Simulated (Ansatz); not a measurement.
SnPt₃ (Cu3Au type, Pm-3m) under volume change, plane-wave PAW r²SCAN (Ansatz code), scaled uniformly.

```json
[
 {"V (Å³/atom)": "14.837", "E − E(relaxed) (meV/atom)": "?", "P (GPa)": "?"},
 {"V (Å³/atom)": "15.326", "E − E(relaxed) (meV/atom)": "46.3", "P (GPa)": "16.18"},
 {"V (Å³/atom)": "15.815", "E − E(relaxed) (meV/atom)": "10.8", "P (GPa)": "7.32"},
 {"V (Å³/atom)": "16.304", "E − E(relaxed) (meV/atom)": "0.0", "P (GPa)": "0.00"},
 {"V (Å³/atom)": "16.793", "E − E(relaxed) (meV/atom)": "9.5", "P (GPa)": "-6.04"},
 {"V (Å³/atom)": "17.282", "E − E(relaxed) (meV/atom)": "?", "P (GPa)": "?"},
 {"V (Å³/atom)": "17.771", "E − E(relaxed) (meV/atom)": "75.8", "P (GPa)": "-15.07"}
]
```

Problem. Fill in the missing entries.

Solution. 
- 14.837, E − E(relaxed) (meV/atom): 111.5
- 14.837, P (GPa): 26.88
- 17.282, E − E(relaxed) (meV/atom): 35.8
- 17.282, P (GPa): -11.01

Problem. What does a third-order Birch–Murnaghan fit give for V₀, B₀ and B′?

Solution. V₀ = 16.30 Å³/atom, B₀ = 221 GPa, B′ = 5.4.

The workflow started from an entry of the Crystallography Open Database (COD). Whether it is the stable phase at ambient conditions was not checked. The cell was relaxed with r²SCAN under the symmetry of its start; whether a distortion lowers the energy is not shown. The run is not spin-polarised. Scalar-relativistic: spin–orbit coupling is off unless named, which matters more the heavier the elements.

Potentials: the later of the program's two PAW sets.
